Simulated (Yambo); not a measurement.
G0W0@LDA for KNH$_{2}$ (space group P2_1/m, No. 11) in Yambo. Reference settings: 4×4×2 Γ-centred k mesh, 148 bands and a 7 Ry block in the screening, 148 bands in G with the Bruneval-Gonze terminator, plasmon pole fitted at 27.2 eV. The LDA gap Γ → Γ on this mesh is 1.94 eV; G0W0 gaps are taken between the same points.

The settings were changed. The gap went from 4.22 eV to 4.04 eV, and the shift of the valence edge from -1.19 eV to -0.71 eV.

What was changed between the two runs?
A. 35 bands in W, 35 bands in G, 3 Ry block
B. 2×2×1 mesh
C. 55 bands in W, 55 bands in G, 3 Ry block, no terminator
D. 35 bands in W, 35 bands in G, 2 Ry block

C, 55 bands in W, 55 bands in G, 3 Ry block, no terminator. The others gave (gap, valence shift): 2×2×1 mesh: 3.93, -0.96 eV; 35 bands in W, 35 bands in G, 2 Ry block: 4.33, -0.81 eV; 35 bands in W, 35 bands in G, 3 Ry block: 4.32, -0.78 eV.

Geometry of the Materials Project entry, not relaxed at this level; primitive cell a = 4.548 Å, b = 3.739 Å, c = 6.186 Å, α = γ = 90.00°, β = 95.31°.

A shift is the quasiparticle energy of the state minus its LDA energy.
